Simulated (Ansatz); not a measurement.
**IrC: from a first guess to the relaxed wurtzite type**

First guess:

```xyz
4
Lattice="3.2872 0.0000 0.0000 -1.6436 2.8468 0.0000 0.0000 0.0000 5.3581" Properties=species:S:1:pos:R:3 pbc="T T T"
Ir    0.0000    1.8978    0.0000
Ir    1.6436    0.9489    2.6790
C     0.0000    1.8978    2.0146
C     1.6436    0.9489    4.6937
```

Method: Ansatz 0.2.0, DFT, PBE, PAW with Ansatz's default frozen-core files, scalar-relativistic.

Cell and atoms relax within the symmetry of the start on a 12×12×6 k mesh with 0.05 eV Fermi–Dirac smearing.

The start is built from a prototype, known or not as a phase of this compound; the cutoff is 420 eV.

Spin–orbit coupling is left out, though it moves levels of the heavy atoms by tenths of an eV or more.

Problem. What is the pressure of the first guess?

Solution. -1.88 GPa.

Problem. What does it relax to?

Solution. a = 3.234 Å, b = 3.234 Å, c = 5.485 Å, α = 90.00°, β = 90.00°, γ = 120.00° (conventional cell), 12.42 Å³ per atom:
```cif
data_structure
_symmetry_space_group_name_H-M 'P6_3mc'
_symmetry_Int_Tables_number 186
_cell_length_a 3.2340
_cell_length_b 3.2340
_cell_length_c 5.4849
_cell_angle_alpha 90.000
_cell_angle_beta 90.000
_cell_angle_gamma 120.000
_cell_volume 49.68
loop_
_atom_site_label
_atom_site_type_symbol
_atom_site_symmetry_multiplicity
_atom_site_Wyckoff_symbol
_atom_site_fract_x
_atom_site_fract_y
_atom_site_fract_z
_atom_site_occupancy
Ir1 Ir 2 b 0.33333 0.66667 0.00381 1
C1 C 2 b 0.33333 0.66667 0.37219 1
```

Problem. How much energy does the relaxation release?

Solution. 7 meV/atom.
